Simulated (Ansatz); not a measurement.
La$_{2}$WN$_{4}$:
Space group I4/mmm (No. 139); a = b = 3.9784 Å, c = 12.7484 Å, α = β = γ = 90.00°

| atom | site | symmetry | x | y | z |
|---|---|---|---|---|---|
| W | 2a | 4/mmm | 0.0000 | 0.0000 | 0.0000 |
| La | 4e | 4mm | 0.0000 | 0.0000 | 0.3545 |
| N | 4c | mmm. | 0.0000 | 0.5000 | 0.0000 |
| N | 4e | 4mm | 0.0000 | 0.0000 | 0.1623 |
(The calculation used a cell of 7 atoms; values per cell refer to that cell.)

Relaxed at zero pressure with plane-wave PAW r²SCAN (Ansatz code).

### Question
The volume is lowered by 9 % and shape and atoms relax at that volume. What pressure results, and how do the axes share the change?

### Answer
23.6 GPa; a -2.9 %, b -2.9 %, c -3.4 %; the energy rises by 88 meV/atom.

### Question
Give the new structure.

### Answer

Space group I4/mmm (No. 139); a = 3.862 Å, b = 3.862 Å, c = 12.313 Å, α = 90.00°, β = 90.00°, γ = 90.00°

```csv
atom,site,symmetry,x,y,z
W,2a,4/mmm,0.0000,0.0000,0.0000
La,4e,4mm,0.0000,0.0000,0.3543
N,4c,mmm.,0.0000,0.5000,0.0000
N,4e,4mm,0.0000,0.0000,0.1648
```

The phase is kept; no other phase was compared at this pressure.

The start of the workflow was typed in or built on a structure type; neither database checked (COD, Materials Project) lists it. Whether it is the stable phase at ambient conditions was not checked. The r²SCAN relaxation kept the symmetry of its start; whether a distortion lowers the energy is not shown. The workflow began spin-polarised and lost its moments. The cell computed holds one magnetic atom, so no antiferromagnetic order was within reach. The volume moved by -15 % from the start of the relaxation. Scalar-relativistic: spin–orbit coupling is off unless named, which matters more the heavier the elements.

Potentials: the earlier of the program's two PAW sets.
